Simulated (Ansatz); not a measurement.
Given:

TaF3 (ReO3 type, space group No. 221), a = 4.0900 Å, b = 4.0900 Å, c = 4.0900 Å, α = 90.00°, β = 90.00°, γ = 90.00°.

This is the r²SCAN-relaxed structure.

### Question
All from r²SCAN (plane waves, PAW; program Ansatz), unless another level is named. Give the bulk modulus (Birch–Murnaghan fit).

### Answer
115 GPa.

### Question
And the elastic constants (relaxed ions, GPa)?

### Answer
C11 = 282, C12 = 30.9, C44 = -9.3.

### Question
Next, the highest zone-centre frequency?

### Answer
548 cm⁻¹.

Space group Pm-3m (ReO3 type). The workflow started from an entry of the Crystallography Open Database (COD). Whether it is the stable phase at ambient conditions was not checked. The r²SCAN relaxation kept the symmetry of its start. At this level the phase is mechanically unstable. The run is not spin-polarised. The volume moved by 15 % from the start of the relaxation. As this level gives no gap, shear constants depend on the k-mesh and smearing (Fermi–Dirac, 0.1 eV here). As this level gives no gap, phonon frequencies hold no LO–TO term and depend on the k-mesh and smearing (Fermi–Dirac, 0.1 eV here). Spin–orbit coupling is left out wherever it is not named.

Potentials: the later of the program's two PAW sets.
